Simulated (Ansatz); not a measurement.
**Sr₂Mn₆P₅: reading a single point**

```xyz
13
Lattice="0.0000 4.1394 0.0000 4.1394 0.0000 0.0000 2.0697 2.0697 -12.3943" Properties=species:S:1:pos:R:3 pbc="T T T"
Sr    2.0697    2.0697   -3.6905
Sr    4.1394    4.1394   -8.7037
Mn    4.1394    2.0697  -11.1020
Mn    2.0697    4.1394  -11.1020
Mn    2.0697    4.1394   -1.2922
Mn    4.1394    2.0697   -1.2922
Mn    2.0697    4.1394   -6.1971
Mn    4.1394    2.0697   -6.1971
P     2.0697    2.0697    0.0000
P     2.0697    2.0697   -9.8135
P     4.1394    4.1394   -2.5807
P     2.0697    2.0697   -7.4854
P     4.1394    4.1394   -4.9089
```

Single point in Ansatz 0.2.0 with r2SCAN, no spin polarisation. Cutoff 500 eV, PAW datasets, 6×6×6 Γ-centred k mesh, methfessel-paxton filling (width 0.0266 eV).

Task: What is the formation energy?

Result: -0.15 eV an atom against the elements' usual phases (free molecules for gases, crystals otherwise, with no correction for O₂ or N₂), so it is bound against them; other compounds may still compete. Relaxing would lower it.

Task: Is there a gap?

Result: It is a metal, with about 19 states/eV a cell as the mean within 0.25 eV of the Fermi level, mostly Mn d (90 %).

Task: Which atom feels the largest force, and which way?

Result: The largest is on P13 (and as large on other atoms): 3.04 eV/Å, components (0.00, 0.00, -3.04). It makes 180° with the line to a nearest neighbour, P11 at 2.33 Å, pointing away from it.

Task: What does the stress say?

Result: The pressure is -17.3 GPa (compression positive), so with the atoms held at these fractions the cell would first shrink; the forces are large, so a full relaxation may end otherwise. The principal stresses -20.4, -20.4, -11.3 GPa differ, so its shape would change too.

Origin: a known structure type with other elements, at an estimated volume, so it need not be a known compound. Caveats: no spin polarisation, so a magnetic state may lie lower; atoms or cell far from equilibrium.
